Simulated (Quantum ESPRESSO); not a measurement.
Li3VS4 has the cubic space group P-43m (No. 215), Pearson symbol cP8. Cell: a = b = c = 5.9331 Å, α = β = γ = 90.00°. Li on 3d has 4 S at 2.461 Å. S on 4e sees 1 V at 2.148 Å and 3 Li at 2.461 Å. V on 1a sees 4 S at 2.148 Å (tetrahedral). (Neighbours: up to the widest gap in distance over summed covalent radii, below 1.35, at either atom; cation-cation contacts left out.)

The geometry is that of Materials Project entry mp-760375, symmetrised and not relaxed again.

**Question.** What does norm-conserving LDA (Quantum ESPRESSO, 84 Ry, no spin-orbit coupling) give for the electronic structure near the Fermi level?

**Answer.** The LDA gap is indirect, 1.84 eV, from M to Γ; the smallest direct gap is 2.10 eV. The 3d shell has no Hubbard U; the runs are without spin polarisation, and magnetic order was not tried.

The structure is a Materials Project entry; no match was found in the copy of COD used, and its stability was not checked.
